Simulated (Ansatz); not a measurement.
## BiO: settings compared (Ansatz)

The input file (Ansatz 0.2.0, plane waves):

```yaml
crystal:
  lattice:
    - [4.040792, 0.0, 0.0]
    - [-2.020396, 3.499429, 0.0]
    - [0.0, 0.0, 6.474842]
  atoms:
    - { symbol: Bi, position: [0.33333, 0.66667, 0.0] }
    - { symbol: Bi, position: [0.66666, 0.33333, 0.5] }
    - { symbol: O, position: [0.33333, 0.66667, 0.345] }
    - { symbol: O, position: [0.66666, 0.33333, 0.845] }
  symmetry: { tolerance: 0.0003 }
kpoints:
  mp_grid: { grid: [5, 5, 3], shift: [0, 0, 0] }
magnetization:
  spin_polarized: false
scf:
  occupations: { method: gaussian, width: 0.1613 }
hamiltonian:
  pseudopotentials: { kind: paw }
  xc: r2scan
basis:
  ecutwfc: 500
output:
  forces: true
  stress: true
  eigenvalues: true
```

Run with:

```bash
ansatz run input.yaml --threads 1 --pin off --max-ram 2560MiB --backend cpu --events-out ev --progress --plain --runs-dir out
```

Origin of the cell: a known structure type with other elements, at an estimated volume, so it need not be a known compound.

Output of this run (shortened):

```
Warning: the atoms were moved onto the symmetric positions of the space group found under crystal.symmetry.tolerance 3.0e-4 (fractional; no operation is sought that the atoms, as they stand i […]
Pseudopotentials: kind: paw
Pseudopotential: Bi, paw, valence charge 15, recommended cutoff 500 eV (meta_gga), Bi.paw.azcp
Pseudopotential: O, paw, valence charge 6, recommended cutoff 500 eV (meta_gga), O.paw.azcp
Functional definition: r2SCAN
  exchange = r2scan_x(k0 = k0, k1 = k1, a1 = a1)
  correlation = r2scan_c
Crystal: 4 atoms, lattice volume = 91.557 Å³
Basis set: ecut = 500 eV, 2333 PW (Γ), exchange–correlation on 120×120×192 points (64 copies of the dense FFT grid, shifted against one another)
Bands: 26, of which v1, the nominal top of the filled ones, is band 21 counted from 1 (20 counted from 0)
Symmetry: 12 space group operations
[… 8 lines left out …]
Initial density: superposition of atomic densities (neutral atoms: chi_scale 0, normalization atom), corrected by the library's trained network
Functional: x = r2scan, c = r2scan; τ floored in thin density (d = 2e-4 eV/Å³)
SCF iter   1: F=—  HF=-25955.312202 eV  Δρ=6.64e-3  dr2=4.20e-2  dr2_τ=7.06e-2
SCF iter   2: F=—  HF=-25955.382898 eV  Δρ=5.79e-3  dr2=3.73e-2  dr2_τ=5.74e-4  defer=1
SCF iter   3: F=—  HF=-25955.378238 eV  Δρ=3.26e-3  dr2=1.08e-2  dr2_τ=3.16e-4  defer=1
SCF iter   4: F=—  HF=-25955.377322 eV  Δρ=1.38e-3  dr2=1.88e-3  dr2_τ=9.77e-5  defer=1
SCF iter   5: F=—  HF=-25955.376875 eV  Δρ=3.57e-4  dr2=1.71e-4  dr2_τ=2.80e-6  defer=1
SCF iter   6: F=—  HF=-25955.376931 eV  Δρ=2.00e-4  dr2=4.79e-5  dr2_τ=8.90e-7  defer=1
SCF iter   7: F=—  HF=-25955.376943 eV  Δρ=6.12e-5  dr2=4.16e-6  dr2_τ=6.32e-8  defer=1
SCF iter   8: F=—  HF=-25955.376953 eV  Δρ=2.09e-5  dr2=4.84e-7  dr2_τ=9.48e-9  defer=1
SCF iter   9: F=-25955.376954 eV  HF=-25955.376954 eV  Δρ=6.63e-6  dr2=3.66e-8  dr2_τ=1.42e-9
SCF 1 converged in 9 iterations: F = -25955.376954 eV  dr2 = 3.66e-8
SCF converged after 9 iterations
Free energy (F): -25955.376954 eV
Harris-Foulkes:  -25955.376954 eV  (|F-HF|=6.54e-8)
Internal energy: -25955.304209 eV  (E = F + TS)
E sigma→0 (E₀):  -25955.340582 eV
Entropy (-TS):   -0.072745 eV (-18.186 meV/atom)
Fermi energy:    8.966155 eV
--- Per-component energies (eV) ---
  E_band       = -295.070639
  E_kinetic    = 945.812956
  E_local      = -3917.479691  (includes V_loc(G=0)·N_el)
  E_nonlocal   = 1222.124785
  E_hartree    = 1301.826605
  E_xc         = -426.629133
  E_vxc        = -521.814891  (∫ρ·V_xc dr)
  E_paw        = -21694.764167  (= ΣΔE_a)
  E_vpaw       = -662.727939  (= ΣTr[D̂ρ^β])
  E_aug_tail   = 0.001484  (compensation charges beyond the density's cutoff)
  E_vtau       = 35.361567  (kinetic-family band-sum trace: ∫τ·v_τ [+ j·A + Jᵃ·Aᵃ] dr)
  E_ewald      = -3387.884261
  E_core_change = 1.687213  (= ΣΔE_core)
  E_smearing   = -0.072745  (= −TS)
  Σ components = -25955.376954   (vs F -25955.376954, Δ=0.00e0)
--- Forces (eV/Å), atoms counted from 1 ---
  atom   1  Bi    -0.000000    -0.000000     0.015180
  atom   2  Bi     0.000000     0.000000     0.015180
  atom   3  O     -0.000000     0.000000    -0.015237
  atom   4  O     -0.000000    -0.000000    -0.015237
  max |Σ_I F_I| component: 1.13e-4 eV/Å
--- Stress (GPa, compression-positive) ---
       -4.590444       0.000000       0.000000
        0.000000      -4.590444       0.000000
        0.000000       0.000000      -1.716181
  P = ⅓ Tr σ = -3.6324 GPa (-36.324 kbar)
```

The same input was run again with these changes:

1. `hamiltonian.pseudopotentials` { kind: paw } → { kind: nc, accuracy: standard }; typed moments: none
2. `scf.initial_density.chi_scale` default → 0.1; `basis.xc_grid` default → 1; `basis.ecutwfc` 500 → "450 eV"
3. `crystal.symmetry` { tolerance: 0.0003 } → { detect: false }
4. `scf.convergence.dr2_threshold` default → 0.0001; `basis.ecutrho_ratio` default → 9

```json
{"run": "base", "end": "converged", "SCF iterations": "9", "P (GPa)": "-3.63", "max force component (eV/Å)": "0.015", "moment (μB)": "–", "ΔE(σ→0) (meV/atom)": "0"}
{"run": "1", "end": "converged", "SCF iterations": "9", "P (GPa)": "-3.37", "max force component (eV/Å)": "0.063", "moment (μB)": "–", "ΔE(σ→0) (meV/atom)": "–"}
{"run": "2", "end": "converged", "SCF iterations": "10", "P (GPa)": "-3.61", "max force component (eV/Å)": "0.014", "moment (μB)": "–", "ΔE(σ→0) (meV/atom)": "0.86"}
{"run": "3", "end": "converged", "SCF iterations": "9", "P (GPa)": "-3.63", "max force component (eV/Å)": "0.015", "moment (μB)": "–", "ΔE(σ→0) (meV/atom)": "0.00"}
{"run": "4", "end": "converged", "SCF iterations": "6", "P (GPa)": "-3.64", "max force component (eV/Å)": "0.019", "moment (μB)": "–", "ΔE(σ→0) (meV/atom)": "0.00"}
```

Energies are compared only where functional, datasets, charge and starting cell are the same.

Caveats of the base run: no spin, though holes on the anions or broken bonds may carry moments; no spin-orbit coupling, though heavy elements are present; the k mesh is coarse if the cell is a metal; wide smearing.

Run 1: the cutoff lies below the datasets' advice; the norm-conserving files were made for PBE, not for this functional.
Run 2: the cutoff lies below the datasets' advice.
Run 4: the SCF threshold is loose for forces; the printed levels are not confirmed.

The base run ran for 9.3 s on 1 thread of Arm Neoverse V2, with other jobs on the host, peak memory 0.54 GiB, from the program's own first density.
